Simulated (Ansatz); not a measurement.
V (diamond, Fd-3m) under volume change, plane-wave PAW PBE (Ansatz code), scaled uniformly.

```json
[
 {"V (Å³/atom)": "18.598", "E − E(relaxed) (meV/atom)": "34.9", "P (GPa)": "6.47"},
 {"V (Å³/atom)": "19.211", "E − E(relaxed) (meV/atom)": "14.9", "P (GPa)": "4.05"},
 {"V (Å³/atom)": "19.824", "E − E(relaxed) (meV/atom)": "3.6", "P (GPa)": "1.91"},
 {"V (Å³/atom)": "20.437", "E − E(relaxed) (meV/atom)": "0.0", "P (GPa)": "0.00"},
 {"V (Å³/atom)": "21.051", "E − E(relaxed) (meV/atom)": "3.3", "P (GPa)": "-1.69"},
 {"V (Å³/atom)": "21.664", "E − E(relaxed) (meV/atom)": "12.7", "P (GPa)": "-3.16"},
 {"V (Å³/atom)": "22.277", "E − E(relaxed) (meV/atom)": "27.3", "P (GPa)": "-4.45"}
]
```

What does a third-order Birch–Murnaghan fit give for V₀, B₀ and B′?

V₀ = 20.44 Å³/atom, B₀ = 59.4 GPa, B′ = 3.1.

The start of the workflow was typed in or built on a structure type; neither database checked (COD, Materials Project) lists it. It is not the phase usual at ambient conditions (space group No. 229). The cell was relaxed with PBE under the symmetry of its start; whether a distortion lowers the energy is not shown. Magnetic state: ferromagnetic, chosen from 4 collinear starts compared on coarse meshes (ties went to the first, and starts can fall back to one state), not a proven ground state.

Potentials: the earlier of the program's two PAW sets.
